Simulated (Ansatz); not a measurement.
YZnSi: strain energy, fitted

YZnSi, P-6m2, a = 4.081 Å, c = 4.076 Å. The structure is a Materials Project entry; whether it is the stable form wasn't checked. Ansatz: r2SCAN, PAW, 500 eV, Γ-centred 12×12×10 mesh on 3 atoms, Gaussian smearing 0.10 eV; no spin polarisation. Series: biaxial strain in the a-b plane, c and atoms relaxed; x is the strain in per cent. y is the free energy over the unstrained cell, V0 = 19.596 Å³/atom.

| x (%) | y (meV/atom) |
| --- | --- |
| -3.0 | ? |
| -2.0 | 13.41 |
| -1.0 | 3.24 |
| 0.0 | 0.00 |
| 1.0 | 3.14 |
| 2.0 | 12.11 |
| 3.0 | 26.40 |

Question: Fit y = c2 x² + c3 x³ to the other rows, turn c2 into a modulus, and predict the missing energy.

Answer: Least squares on the rows shown. y = 3.1862 x² − 0.083755 x³. In eV per unit strain² c2 is 31.86; M is the biaxial modulus (E = M V0 ε²): 31.86 × 160.2 / (19.596) = 260 GPa. At x = -3.0 the fit asked for gives 30.94 meV/atom. The run gave 31.04 meV/atom, so the fit is 0.10 meV/atom too low, a small miss on the scale of the series.